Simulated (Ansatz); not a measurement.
ScPt₃:
```xyz
4
Lattice="3.9514 0.0000 0.0000 0.0000 3.9514 0.0000 0.0000 0.0000 3.9514" Properties=species:S:1:pos:R:3 pbc="T T T"
Sc     0.0000     0.0000     0.0000
Pt     1.9757     1.9757     0.0000
Pt     0.0000     1.9757     1.9757
Pt     1.9757     0.0000     1.9757
```

Relaxed with PBEsol. Special points in fractions of this cell's reciprocal vectors: Γ (0.000, 0.000, 0.000); X (0.000, 0.500, 0.000); M (0.500, 0.500, 0.000); R (0.500, 0.500, 0.500).

**Question.** List the band energies nearest the Fermi level at these points for the program Ansatz at the PBEsol level (PAW).

**Answer.** In eV from the Fermi level; about four levels below and three above (degenerate sets whole), none deeper than 8.9 eV; points with the same levels are listed once.

```
k                                below                above
-  -----------------------------------  -------------------
Γ        -2.76 -2.76 -2.76 -1.02 -1.02  0.03 0.52 0.52 0.52
X              -1.98 -1.98 -1.95 -0.78       0.52 1.77 1.77
M        -2.41 -2.41 -1.65 -1.63 -1.13  1.99 1.99 2.39 2.39
R  -2.80 -2.80 -2.80 -2.15 -2.15 -0.39       0.07 0.07 0.07
```

Space group Pm-3m (Cu3Au type). The first step of the workflow began from a Materials Project structure, measured or hypothetical; the Crystallography Open Database files this formula in space group No. 221, but the cells were not matched. Its standing as an ambient phase is unchecked. The cell was relaxed with PBEsol under the symmetry of its start; of distortions, only those at the zone centre were tested. The run is not spin-polarised. Spin–orbit coupling is left out wherever it is not named.

Potentials: the later of the program's two PAW sets.
